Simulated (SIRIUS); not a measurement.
SIRIUS run on SiNi₃ (P4/mmm, 4 atoms in the cell; from Materials Project mp-828, changed as shown): self-consistent single point.

Level of theory: PBEsol, PseudoDojo 0.4 standard norm-conserving PBEsol (tails mended) pseudopotentials (plane waves; SIRIUS).

The change in words: lattice vector a scaled by 0.98. Reference geometry (Pm-3m):
```yaml
crystal:
  lattice:
    - [3.44850, 0.00000, 0.00000]
    - [0.00000, 3.44850, 0.00000]
    - [0.00000, 0.00000, 3.44850]
  atoms:
    - { symbol: Si, position: [0.00000, 0.00000, 0.00000] }
    - { symbol: Ni, position: [0.00000, 0.50000, 0.50000] }
    - { symbol: Ni, position: [0.50000, 0.00000, 0.50000] }
    - { symbol: Ni, position: [0.50000, 0.50000, 0.00000] }
```

Reference input (self-consistent single point, DFT, PBEsol, plane waves, PseudoDojo 0.4 standard norm-conserving PBEsol (tails mended) pseudopotentials): parameters.ngridk = 8 8 8; parameters.xc_functionals = [XC_GGA_X_PBE_SOL, XC_GGA_C_PBE_SOL]; parameters.gk_cutoff = 9.899 1/bohr; parameters.pw_cutoff = 19.799 1/bohr; parameters.smearing = fermi_dirac; parameters.smearing_width = 0.00367493 Ha; potentials = PseudoDojo 0.4 standard norm-conserving PBEsol (tails mended) pseudopotentials; parameters.electronic_structure_method = pseudopotential; parameters.num_bands = 35; parameters.num_mag_dims = 0; parameters.num_dft_iter = 100; parameters.energy_tol = 1e-07 Ha. This run's input differs from it in these lines:

```diff
@@ -32,3 +32,3 @@
     "lattice_vectors": [
-      [6.5167205408, 0.0, 0.0],
+      [6.38638613, 0.0, 0.0],
       [0.0, 6.5167205408, 0.0],
```

Log, with long lists cut:

```
[find] density tolerance         : 1e-06
[find] total energy tolerance    : 1e-07
[find] iter_solver_tol (initial) : 0.01
[find] iter_solver_tol (target)  : 1e-13
[find] num_dft_iter              : 100
Charges and magnetic moments
--------------------------------------------------------------------------------
total charge          : 58.000000
[find] | SCF iteration   0 out of 100|
[diagonalize] iterative solver tolerance (occupied, empty): 0.01 0.01
[diagonalize] average number of iterations: 3.02667
[find] Charges and magnetic moments
[find] total charge          : 58.000000
[find] Energy
   [... lines left out ...]

[find] Charges and magnetic moments
[find] total charge          : 58.000000
[find] Energy
[find] smearing (-TS)                 :      -0.00227901
[find] Total energy                   :    -507.26019169 (Ha),   -1014.52038338 (Ry)
[find] Free energy (E-TS)             :    -507.26247070 (Ha),   -1014.52494140 (Ry)
[find] band gap (eV)                  :       0.00000000
[find] Efermi                         :       0.70906806
[find] iteration : 17, RMS (target) : 8.5049e-07 (1.0000e-06) , energy difference (target) : 8.0541e-10 (1.0000e-07)
[find] bands are converged : true
[find] iterative solver converged : false
[find] converged after 18 SCF iterations!
[find] Charges and magnetic moments
[find] total charge          : 58.000000
[find] Energy
[find] smearing (-TS)                 :      -0.00227901
[find] Total energy                   :    -507.26019169 (Ha),   -1014.52038338 (Ry)
[find] Free energy (E-TS)             :    -507.26247070 (Ha),   -1014.52494140 (Ry)
[find] band gap (eV)                  :       0.00000000
[find] Efermi                         :       0.70906806
[ground_state] === stress tensor components [kbar] ===
[ground_state] === stress_total ===
[ground_state]  -105.505488   -0.000000    0.000000
[ground_state]    -0.000000  -68.055200    0.000000
[ground_state]     0.000000    0.000000  -68.055200
[ground_state] ==== total Forces in Ha/bohr =====
[ground_state] atom:    0, force:       0.0000000      0.0000000      0.0000000
   [... zero for the other atoms too ...]
```

The run converged in 18 iterations. SIRIUS prints the stress tensor with tension positive. Against the reference run the free energy goes up by 8.4 meV/atom and the pressure goes from 2.69 to 8.05 GPa.

The run has no spin polarisation, so moments on Ni cannot form. The structure comes from a collection of computed structures, made at another level of theory; the collection holds predicted forms beside known ones. Its lattice was then scaled. No clean gap shows at this smearing width and mesh (spacing up to 0.23 Å⁻¹); the mesh is coarse for partly filled bands, so the values carry mesh errors.

Cost on one core: about 2.5 core-minutes (a rough figure).

“Tails mended”: in these copies of the files the far tail of each local potential was reset to the Coulomb form.
